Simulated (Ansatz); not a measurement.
# Migration of Zn in ZnSe

Computed with DFT PBE, scalar-relativistic, plane waves, PAW in Ansatz. Settings: 420 eV cutoff, 2×2×2 k-mesh, Gaussian smearing of 0.02 eV, no spin polarisation.

Host crystal, relaxed:

```yaml
crystal:
  lattice:
    - [0.00000, 2.86588, 2.86588]
    - [2.86588, 0.00000, 2.86588]
    - [2.86588, 2.86588, 0.00000]
  atoms:
    - { symbol: Zn, position: [0.00000, 0.00000, 0.00000] }
    - { symbol: Se, position: [0.25000, 0.25000, 0.25000] }
```

In a supercell of 54 host sites with charge -2, Zn trades places with a neighbouring Zn vacancy, moving 3.89 Å between the relaxed ends. Climbing-image nudged elastic band at fixed cell with images 0 (start) to 6 (end), the path measured over all atoms, converged to 0.05 eV/Å; the order of the saddle wasn't checked, and the small cell leaves errors of about a tenth of an eV.

Supercell rows in host cell vectors: 0 0 -3; 0 -3 0; -3 0 0. Zn was set at (0.000, 0.000, 0.000) of the host cell.

At the relaxed start Zn has 1 Se at 2.42 Å, 1 Se at 2.50 Å, 2 Se at 2.52 Å.

Question: How high is the barrier, and where does the atom pass?

Answer: 1.27 eV at image 3, where Zn has 1 Se at 2.36 Å, 4 Se at 2.80 Å.

Cost: 1 run of about 4.2 core-hours, on Intel Xeon Platinum 8488C (Sapphire Rapids) (shared hosts).